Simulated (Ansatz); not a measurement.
Trial structure of ScCdC4N4, not yet relaxed:

```cif
data_structure
_symmetry_space_group_name_H-M 'P-43m'
_symmetry_Int_Tables_number 215
_cell_length_a 6.1095
_cell_length_b 6.1095
_cell_length_c 6.1095
_cell_angle_alpha 90.000
_cell_angle_beta 90.000
_cell_angle_gamma 90.000
_cell_volume 228.05
loop_
_atom_site_label
_atom_site_type_symbol
_atom_site_symmetry_multiplicity
_atom_site_Wyckoff_symbol
_atom_site_fract_x
_atom_site_fract_y
_atom_site_fract_z
_atom_site_occupancy
Sc1 Sc 1 b 0.50000 0.50000 0.50000 1
Cd1 Cd 1 a 0.00000 0.00000 0.00000 1
C1 C 4 e 0.18909 0.18909 0.18909 1
N1 N 4 e 0.29966 0.29966 0.29966 1
```

All numbers below come from DFT PBE, scalar-relativistic, plane waves, PAW (Ansatz 0.2.0). Settings: cutoff 420 eV, Γ-centred mesh 4×4×4 on the computed 10-atom cell, Gaussian smearing of 0.10 eV; collinear spin from starting moments 0.0 0.0 1.0 1.0 1.0 1.0 1.0 1.0 1.0 1.0 μB.

Energies over the elements count from the elements' standard structures at the same level (N₂ as a molecule), with no fitted energy shifts.

Question: How far from equilibrium is it?

Answer: The pressure is 6.2 GPa (it wants to expand), the largest force is 2.42 eV/Å, and the energy is +0.25 eV/atom against the elements. The shortest distance is 1.17 Å.

Question: Is it a good guess?

Answer: A fair one: relaxing gains about 0.11 eV/atom (the start's value is from the coarse mesh, so the gain is rough) in 10 ionic steps and ends at +0.14 eV/atom on the finer mesh. The symmetry stays P-43m (No. 215). The volume per atom grows by 14.8 %, from 22.8 to 26.2 Å³. The shortest distance stays 1.17 Å (C–N). Conventional cell: a = 6.398 Å. Sc has 4 N at 2.14 Å; around Cd lie 4 C at 2.23 Å; C has 1 N at 1.17 Å and 1 Cd at 2.23 Å; around N lie 1 C at 1.17 Å and 1 Sc at 2.14 Å.

The last run used collinear spin, a 6×6×6 mesh for its 10-atom cell and Gaussian smearing of 0.10 eV. The reference form of C is held partly by dispersion forces, which this level lacks. Another magnetic order may lie lower. The relaxation can't lower the symmetry of the start, and the grade says only how near the guess is to its own end. Symmetry constrained the relaxation, so the result can be a saddle point.
